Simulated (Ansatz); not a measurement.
ZnSe:
```
ZnSe
1.0
    3.69104     0.00000     0.00000
   -1.84552     3.19654     0.00000
    0.00000     0.00000     3.31970
Zn Se
1 1
Direct
  0.00000   0.00000   0.00000
  0.66667   0.33333   0.50000
```

Relaxed with r²SCAN. Special points in fractions of this cell's reciprocal vectors: Γ (0.000, 0.000, 0.000); M (0.500, 0.000, 0.000); K (0.333, 0.333, 0.000); A (0.000, 0.000, 0.500); L (0.500, 0.000, 0.500); H (0.333, 0.333, 0.500).

Task: List the band energies nearest the Fermi level at these points for plane-wave PAW r²SCAN with spin–orbit coupling (Ansatz code).

Result: In eV from the Fermi level; about four levels below and three above (degenerate sets whole), none deeper than 8.9 eV; points with the same levels are listed once.

```
k                    below                above
-  -----------------------  -------------------
Γ  -0.78 -0.78 -0.70 -0.70  0.33 0.33 6.36 6.36
M  -6.20 -6.20 -2.42 -2.42  0.41 0.41 2.10 2.10
K  -5.90 -5.81 -4.73 -4.60       0.60 0.62 5.76
A  -6.38 -6.38 -0.04 -0.04  0.28 0.28 4.89 4.89
L  -0.98 -0.98 -0.50 -0.50  5.18 5.18 5.36 5.36
H  -2.17 -2.01 -0.68 -0.67       1.60 1.65 8.71
```

Space group P-6m2. A made-up cell: these elements were put on the sites of a structure type; neither database checked (COD, Materials Project) lists it. It is not the phase usual at ambient conditions (space group No. 216). Symmetry was held in the r²SCAN relaxation; its stability against distortions is not shown here.

Potentials: the earlier of the program's two PAW sets.
